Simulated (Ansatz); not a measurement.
Relaxed-ion elastic tensor of Ti (bcc (W type), Im-3m) in GPa (Voigt order), PBEsol in the plane-wave PAW code Ansatz; density 4.81 g/cm³, 16.54 Å³ per atom.

```csv
,1,2,3,4,5,6
1,98.3,121,121,0.0,0.0,0.0
2,121,98.3,121,0.0,0.0,0.0
3,121,121,98.3,0.0,0.0,0.0
4,0.0,0.0,0.0,38.3,0.0,0.0
5,0.0,0.0,0.0,0.0,38.3,0.0
6,0.0,0.0,0.0,0.0,0.0,38.3
```

Question: Is the crystal mechanically stable?

Answer: No: the smallest eigenvalue of C is -22.3 GPa.

This is a known high-temperature phase of the composition, computed here at zero pressure and temperature. Symmetry was held in the PBEsol relaxation. At this level the phase is dynamically unstable (imaginary phonons). The run is not spin-polarised. As this level gives no gap, shear constants depend on the k-mesh and smearing (Fermi–Dirac, 0.1 eV here). On the denser mesh and wider smearing of the elastic run this cell carries a stress of 0.4 GPa.

Potentials: the earlier of the program's two PAW sets. The files were generated under PBE; for other functionals the program regenerates the frozen cores, and for LDA and PBEsol the local potential too.
